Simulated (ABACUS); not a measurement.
**Checks by hand on Ti (P6_3/mmc, 2 atoms in the cell; from Materials Project mp-46, lattice scaled a little)**

```xyz
2
Lattice="2.9671 0.0000 0.0000 -1.4836 2.5696 0.0000 0.0000 0.0000 4.6905" Properties=species:S:1:pos:R:3 pbc="T T T"
Ti     0.0000     1.7131     1.1726
Ti     1.4836     0.8565     3.5179
```

Computed with LDA (PW92), numerical atomic orbitals DZP (confined pseudo-atomic orbitals with Gaussian additions; energy shift 0.003 Ry), PseudoDojo 0.4 standard norm-conserving LDA (tails mended) pseudopotentials (ABACUS 3.10.1).

Main settings: basis = DZP numerical atomic orbitals, energy shift 0.003 Ry; KPT = Gamma 13 13 7 0 0 0; basis_type = lcao; dft_functional = PWLDA; ecutwfc = 100 Ry; smearing_method = gaussian; smearing_sigma = 0.00734986 Ry; potentials = PseudoDojo 0.4 standard norm-conserving LDA (tails mended).

The atom-centred basis is finite, which shifts total energies and pressures against plane waves. The structure comes from a collection of computed structures, made at another level of theory; the collection holds predicted forms beside known ones. Its lattice was then scaled.

Atom 2 (Ti, mass 47.87 u) was moved by −0.04 and +0.04 Å along x. The force on it along x was 0.052 and -0.052 eV/Å, and the free energy of the cell changed by 1.27 and 1.27 meV.

Find the force constant in two ways.

From the forces, k = −(F₊ − F₋)/(2u) = −(-0.052 − (0.052))/0.080 = 1.30 eV/Å². From the energies, k = (ΔE₊ + ΔE₋)/u² = 0.00254 eV/(0.04 Å)² = 1.59 eV/Å². They differ by about 22 %, more than the finite steps explain, so noise of grid, basis or mesh weighs on these numbers and neither is reliable.

The atomic orbitals were generated for these runs; they are not ABACUS's published sets and were checked against plane waves on a few crystals only.

“Tails mended”: in these copies of the files the far tail of each local potential was reset to the Coulomb form.
